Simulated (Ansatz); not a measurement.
## BaGe$_{2}$N$_{2}$: reading a single point

```yaml
crystal:
  lattice:
    - [4.07255, 0.00000, 0.00000]
    - [-2.03627, 3.52693, 0.00000]
    - [0.00000, 0.00000, 6.99907]
  atoms:
    - { symbol: Ba, position: [0.00000, 0.00000, 0.00000] }
    - { symbol: N, position: [0.33330, 0.66670, 0.62930] }
    - { symbol: N, position: [0.66670, 0.33330, 0.37070] }
    - { symbol: Ge, position: [0.33330, 0.66670, 0.26217] }
    - { symbol: Ge, position: [0.66670, 0.33330, 0.73783] }
```

Level: PBE, no spin polarisation; 420 eV; 10×10×5 Γ-centred mesh; fermi-dirac occupations (width 0.1 eV); Ansatz 0.2.0, fixed geometry.

Problem. Is the cell too large or too small?

Solution. The pressure is -6.5 GPa (compression positive), so with the atoms held at these fractions the cell would first shrink; the forces are large, so a full relaxation may end otherwise. The principal stresses -7.2, -6.2, -6.2 GPa differ, so its shape would change too.

Problem. Metal or insulator?

Solution. It is a metal, with about 1.4 states/eV a cell as the mean within 0.25 eV of the Fermi level, mostly N p (55 %) and Ge p (22 %).

Problem. Give the Bader charges.

Solution. Bader charges in e: Ba +1.01, Ge +0.49, N -0.99. In the mean Ba gives up most and N takes most.

Problem. Which atom feels the largest force, and which way?

Solution. The largest is on Ge4 (and as large on other atoms): 4.70 eV/Å, components (0.00, 0.00, 4.70). It makes 72° with the line to a nearest neighbour, N3 at 2.47 Å.

Problem. What do density and ELF say about some of the short contacts?

Solution. N–Ge at 2.47 Å: least valence density 0.32 e/Å³ and ELF 0.46 there. Ba–Ge at 2.98 Å: least valence density 0.21 e/Å³ and ELF 0.21 there. Ba–N at 3.50 Å: least valence density 0.08 e/Å³ and ELF 0.08 there. Both are smooth PAW fields, read partly inside the augmentation spheres.

Problem. Is it stable against the elements?

Solution. 1.04 eV an atom against the elements' usual phases (free molecules for gases, crystals otherwise, with no correction for O₂ or N₂), so at this geometry it isn't bound against them. Relaxing would lower it.

Origin: a known structure type with other elements, at an estimated volume, so it need not be a known compound. Caveats: many states at the Fermi level without spin polarisation, so a magnetic state may lie lower; atoms or cell far from equilibrium.
